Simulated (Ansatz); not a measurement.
The start is a relaxed HfN cell deformed by the Cartesian strain tensor (xx, yy, zz, yz, xz, xy) = (-0.083, 0.043, -0.022, -0.024, -0.027, -0.024). Cell shape, volume and atoms are optimised at zero target pressure with r2SCAN (plane waves to 500 eV, PAW, scalar-relativistic; Ansatz, a first-principles code). The first steps use a coarse 9×9×9 k-mesh.

The start:
```
CELL_PARAMETERS angstrom
     -0.11541     2.30709     2.16000
      2.01404    -0.10749     2.15208
      2.02083     2.30596    -0.11428
ATOMIC_POSITIONS crystal
  N  0.00000 0.00000 0.00000
  Hf 0.50000 0.50000 0.50000
```

Task: How large is the pressure on the unrelaxed cell, and of which sign?

Result: +32 GPa (positive: the cell is compressed).

Task: How much energy is released per atom?

Result: 0.28 eV/atom.

Task: How does the volume per atom move from start to end?

Result: +7.1 %, from 10.82 to 11.59 Å³/atom.

Task: Does it find its way back to the structure it was made from?

Result: It relaxes back to the parent, Fm-3m (No. 225).

Task: How do the shortest distances between atoms change?

Result: The closest pairs of elements (up to four, under 3.6 Å), start → end: Hf–N 2.08 → 2.26 Å; Hf–Hf 2.95 → 3.20 Å; N–N 2.95 → 3.20 Å.

Task: What band gap does the relaxed structure have at this level?

Result: Zero (metallic).

Final values are on a 18×18×18 k-mesh of the relaxed cell. No spin polarisation in the result. The relaxed primitive cell holds an odd number of electrons. A magnetic state may lie lower.

The run could not lose the symmetry of its start.

All atoms sit on sites fixed by symmetry, so only the cell could relax.
